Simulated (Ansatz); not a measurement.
Given:

RbLuSe2:
```xyz
4
Lattice="2.0699 1.1950 7.9334 -2.0699 1.1950 7.9334 0.0000 -2.3901 7.9334" Properties=species:S:1:pos:R:3 pbc="T T T"
Se     0.0000     0.0000     5.4953
Se     0.0000     0.0000    18.3049
Lu     0.0000     0.0000    11.9001
Rb     0.0000     0.0000     0.0000
```

This is the r²SCAN-relaxed structure. x, y and z are the axes in which the lattice vectors are written.

Q: All from plane-wave PAW r²SCAN (Ansatz code), unless another level is named. Predict the electron effective mass.

A: 0.28, 0.50, 1.8 mₑ (principal values).

Q: Predict the smallest direct gap on the standard path.

A: 3.16 eV.

Q: Give the band gap.

A: 2.35 eV (indirect).

Q: Predict the hole effective mass, band 2 of 2 at the edge.

A: 0.19 along x, 2.5 along z (mₑ).

Space group R-3m. The workflow started from an entry of the Crystallography Open Database (COD, 153 K). Whether it is the stable phase at ambient conditions was not checked. Symmetry was held in the r²SCAN relaxation; its stability against distortions is not shown here. Scalar-relativistic: spin–orbit coupling is off unless named, which matters more the heavier the elements.

Potentials: the later of the program's two PAW sets.
